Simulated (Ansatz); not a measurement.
Pt:
```cif
data_Pt
_chemical_formula_sum 'Pt1'
_space_group_name_H-M_alt 'P 1'
_space_group_IT_number 1
_cell_length_a 2.77039
_cell_length_b 2.77039
_cell_length_c 2.77039
_cell_angle_alpha 60.000
_cell_angle_beta 60.000
_cell_angle_gamma 60.000
loop_
_space_group_symop_operation_xyz
  'x, y, z'
loop_
_atom_site_label
_atom_site_type_symbol
_atom_site_fract_x
_atom_site_fract_y
_atom_site_fract_z
_atom_site_occupancy
Pt1 Pt 0.00000 0.00000 0.00000 1
```

Relaxed with PBEsol.

**Question.** Which orbitals make up the states near the Fermi level in the program Ansatz at the PBEsol level (PAW)?

**Answer.** Within 0.5 eV of the Fermi level: Pt 5d 96 %. Projections are on Löwdin-orthogonalised atomic valence shells; empty p or d shells of many metals are not among them.

**Question.** Tabulate the density of states.

**Answer.** States/eV per cell of 1 atom, in 0.25 eV bins, energy from the Fermi level.

```csv
E (eV),total,Pt 5d,Pt 6s
-7.85,0.18,0.03,0.15
-7.60,0.24,0.06,0.17
-7.35,0.47,0.23,0.24
-7.10,0.64,0.38,0.25
-6.85,0.93,0.63,0.28
-6.60,1.19,0.91,0.27
-6.35,1.42,1.19,0.22
-6.10,1.34,1.18,0.15
-5.85,1.26,1.15,0.10
-5.60,1.13,1.06,0.06
-5.35,0.84,0.81,0.02
-5.10,1.30,1.24,0.03
-4.85,1.28,1.23,0.03
-4.60,1.33,1.27,0.05
-4.35,1.49,1.40,0.07
-4.10,1.54,1.42,0.08
-3.85,1.77,1.62,0.10
-3.60,2.15,1.98,0.11
-3.35,2.08,1.96,0.07
-3.10,1.25,1.14,0.08
-2.85,1.22,1.12,0.06
-2.60,1.08,0.99,0.05
-2.35,1.24,1.16,0.05
-2.10,1.44,1.36,0.05
-1.85,1.47,1.39,0.05
-1.60,1.22,1.15,0.04
-1.35,1.12,1.06,0.03
-1.10,1.09,1.03,0.03
-0.85,1.08,1.03,0.03
-0.60,1.19,1.14,0.03
-0.35,1.45,1.40,0.04
-0.10,2.02,1.96,0.04
0.15,1.44,1.38,0.05
0.40,0.78,0.71,0.06
0.65,0.28,0.19,0.07
0.90,0.28,0.17,0.08
1.15,0.28,0.16,0.08
1.40,0.28,0.14,0.09
1.65,0.28,0.13,0.09
1.90,0.28,0.12,0.10
2.15,0.28,0.11,0.10
2.40,0.28,0.10,0.11
2.65,0.27,0.09,0.11
2.90,0.27,0.08,0.11
3.15,0.27,0.07,0.11
3.40,0.26,0.06,0.11
3.65,0.25,0.05,0.10
3.90,0.25,0.04,0.10
4.15,0.24,0.04,0.10
4.40,0.23,0.03,0.10
4.65,0.22,0.03,0.10
```

Space group Fm-3m (fcc (Cu type)). Symmetry was held in the PBEsol relaxation. The run is not spin-polarised. Scalar-relativistic: spin–orbit coupling is off unless named, which matters more the heavier the elements.

Potentials: the earlier of the program's two PAW sets. The files were generated under PBE; for other functionals the program regenerates the frozen cores, and for LDA and PBEsol the local potential too.
